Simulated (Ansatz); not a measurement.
This run works on a generated trial structure, not on a known crystal.

Input and command of a plane-wave DFT calculation in Ansatz:

```yaml
crystal:
  lattice:
    - [5.668241242, 0.0, 0.0]
    - [-2.834120621, 4.9088409103, 0.0]
    - [0.0, 0.0, 6.283599059]
  atoms:
    - { symbol: K, position: [0.0, 0.0, 0.5] }
    - { symbol: K, position: [0.0, 0.0, 0.0] }
    - { symbol: Fe, position: [0.6666666667, 0.3333333333, 0.5], spin: 1.5 }
    - { symbol: O, position: [0.4998052505, 0.5001947495, 0.5] }
    - { symbol: O, position: [0.4998052505, 0.9996105011, 0.5] }
    - { symbol: O, position: [0.0003894989, 0.5001947495, 0.5] }
basis:
  ecutwfc: 420
kpoints:
  mp_grid: { grid: [6, 6, 4] }
hamiltonian:
  xc: pbe
scf:
  occupations: { method: gaussian, width: 0.1 }
  lower_state_search: "off"
output:
  forces: true
  stress: true
  eigenvalues: true
  populations: true
magnetization:
  spin_polarized: true
```

```bash
ansatz run input.yaml --threads 1 --pin off --max-ram 2560MiB --backend cpu --events-out ev --progress --plain --runs-dir out
```

Processor: Arm Neoverse N1, 1 thread, on a host shared with other jobs.

Q: Estimate time, memory and problem size.

A: About 62 s, peak memory 0.47 GiB. It solves 33 bands at 21 k points (after reduction by symmetry) with about 3465 plane waves, in 14 SCF iterations.
